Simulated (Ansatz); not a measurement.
Theory: DFT PBE, scalar-relativistic, plane waves, PAW (Ansatz 0.2.0). All cells share a 420 eV cutoff and Γ-centred k meshes spaced at most about 0.3 Å⁻¹ (about 0.25 or finer for metals, 2π included). No spin polarisation in the final relaxations.

All energies are static (0 K, no zero-point motion).

Compare these two cells of HfB3, each relaxed at this level.

1.

```cif
data_structure
_symmetry_space_group_name_H-M 'Pm-3n'
_symmetry_Int_Tables_number 223
_cell_length_a 4.3475
_cell_length_b 4.3475
_cell_length_c 4.3475
_cell_angle_alpha 90.000
_cell_angle_beta 90.000
_cell_angle_gamma 90.000
_cell_volume 82.17
loop_
_atom_site_label
_atom_site_type_symbol
_atom_site_symmetry_multiplicity
_atom_site_Wyckoff_symbol
_atom_site_fract_x
_atom_site_fract_y
_atom_site_fract_z
_atom_site_occupancy
Hf1 Hf 2 a 0.00000 0.00000 0.00000 1
B1 B 6 c 0.25000 0.00000 0.50000 1
```

2.

```cif
data_structure
_symmetry_space_group_name_H-M 'P-6m2'
_symmetry_Int_Tables_number 187
_cell_length_a 3.0321
_cell_length_b 3.0321
_cell_length_c 5.1374
_cell_angle_alpha 90.000
_cell_angle_beta 90.000
_cell_angle_gamma 120.000
_cell_volume 40.90
loop_
_atom_site_label
_atom_site_type_symbol
_atom_site_symmetry_multiplicity
_atom_site_Wyckoff_symbol
_atom_site_fract_x
_atom_site_fract_y
_atom_site_fract_z
_atom_site_occupancy
Hf1 Hf 1 b 0.00000 0.00000 0.50000 1
B1 B 1 a 0.00000 0.00000 0.00000 1
B2 B 2 h 0.33333 0.66667 0.15482 1
```

Task: Which would you expect to be lower, and how large is the difference?

Result: Cell 2 is lower, by 1.03 eV/atom. Cell 1 has the A15 type, space group Pm-3n (No. 223), 10.3 Å³/atom and no gap on its mesh; cell 2 has space group P-6m2 (No. 187), 10.2 Å³/atom and no gap. Counting B atoms around Hf (those within 1.25 times the shortest such distance or 1.15 times the sum of covalent radii), cell 1 has Hf 12 and cell 2 has Hf 8. Cell 2 holds B–B nets (shortest 1.59 Å); in cell 1 the shortest B–B distance is 2.17 Å, near bonding range too. In cell 1, around Hf lie 12 B at 2.43 Å; B is surrounded by 2 B at 2.17 Å, 4 Hf at 2.43 Å and 8 B at 2.66 Å. In cell 2, Hf has 8 B at 2.49–2.57 Å and 6 Hf at 3.03 Å; around B on a site of symmetry -6m2 lie 6 B at 1.92 Å and 2 Hf at 2.57 Å; B on a site of symmetry 3m is surrounded by 1 B at 1.59 Å, 3 B at 1.92 Å and 3 Hf at 2.49 Å. Both come from invented guesses.

Spin–orbit coupling, which can matter for Hf, is left out. A magnetic state wasn't ruled out in cells without spin, among them P-6m2. Cells relaxed within their symmetry can be saddle points.
